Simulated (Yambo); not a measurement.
Yambo run on N (space group P2_13, No. 198). The wavefunctions are norm-conserving LDA (Quantum ESPRESSO, 84 Ry, no spin-orbit coupling) ones on a 2×2×2 mesh (20 occupied bands); a = 5.8151 Å, b = 5.8151 Å, c = 5.8151 Å, α = 90.00°, β = 90.00°, γ = 90.00°.

Yambo input:

```
gw0
dyson
el_el_corr
HF_and_locXC
ppa
em1d
EXXRLvcs= 84 Ry
VXCRLvcs= 336 Ry
Chimod= "HARTREE"
% BndsRnXp
 1 | 269 |
%
NGsBlkXp= 7 Ry
% LongDrXp
 1.0 | 1.0 | 1.0 |
%
PPAPntXp= 27.2114 eV
% GbndRnge
 1 | 269 |
%
GTermKind= "BG"
DysSolver= "n"
ExtendOut
% QPkrange
 1 | 1 | 20 | 21 |
 2 | 2 | 20 | 20 |
%
```

k points by index: 1 = Γ, 2 = X.

Resulting energies as the program prints them:

```
#    K-point    Band    Eo [eV]    E [eV]    E-Eo [eV]    Vxc [eV]    Vnlxc [eV]    Sc|Eo [eV]    Sc|E [eV]    dSc/dw|Eo [eV]    Re(Z)    Im(Z)
#
    1    20    -0.019216    -2.799872    -2.780657    -17.12819    -23.18191    2.757480    3.273063    -5.045288    0.843588    -0.951527E-3
    1    21    7.285043    10.85715    3.572105    -13.63931    -7.708091    -1.846278    -2.359118    -3.906615    0.874457    -0.770802E-3
    2    20    0.000000    -2.778708    -2.778708    -17.19044    -23.24217    2.757007    3.273027    -5.053107    0.843384    -0.951371E-3
```
(The two width columns are left out.) Convergence of these settings isn't established.

Geometry of the Materials Project entry, not relaxed at this level.
